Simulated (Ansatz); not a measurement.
CrSTe (Janus 2H monolayer) was relaxed with 4 functionals in the PAW code Ansatz, cell and atoms free, the symmetry of the start kept (meshes: PBE 12×12×1, r2SCAN 12×12×1, PBEsol 12×12×1, LDA 12×12×1). Values at 0 K without nuclear motion; spin polarisation is off, and the phase may be a hypothetical one.

The PBE result:
```xyz
3
Lattice="3.2733 0.0000 0.0000 -1.6366 2.8347 0.0000 0.0000 0.0000 30.5502" Properties=species:S:1:pos:R:3 pbc="T T F"
Cr    0.0000    1.8898    9.1532
S     1.6366    0.9449   10.5115
Te    1.6366    0.9449    7.3353
```
The sheet repeats along a and b alone.

The sheet's in-plane cell has a = 3.273 Å, b = 3.273 Å (γ = 120.0°), and its outermost atoms lie 3.18 Å apart along the normal. Cr is surrounded by 3 S at 2.33 Å and 3 Te at 2.62 Å; S is surrounded by 3 Cr at 2.33 Å; Te is surrounded by 3 Cr at 2.62 Å and 6 Te at 3.27 Å.

Q: How does the cell change with r2SCAN?

A: a = 3.272 Å; the area differs by -0.1 % from PBE's. Cr has 3 S at 2.32 Å and 3 Te at 2.61 Å; S has 3 Cr at 2.32 Å; Te has 3 Cr at 2.61 Å and 6 Te at 3.27 Å.

Q: How does the cell change with LDA?

A: a = 3.189 Å; the area differs by -5.1 % from PBE's. Cr is surrounded by 3 S at 2.28 Å and 3 Te at 2.57 Å; S is surrounded by 3 Cr at 2.28 Å; Te is surrounded by 3 Cr at 2.57 Å and 6 Te at 3.19 Å.

Q: Held at the r2SCAN cell, what mean stress do LDA and PBE find, and does its sign point to their own minimum?

A: Yes. LDA -4.00 N/m, and its relaxed area is -5.0 % from r2SCAN's; PBE +0.49 N/m, and its relaxed area is +0.1 % from r2SCAN's. Compression counts positive, so a positive stress asks for a larger cell.
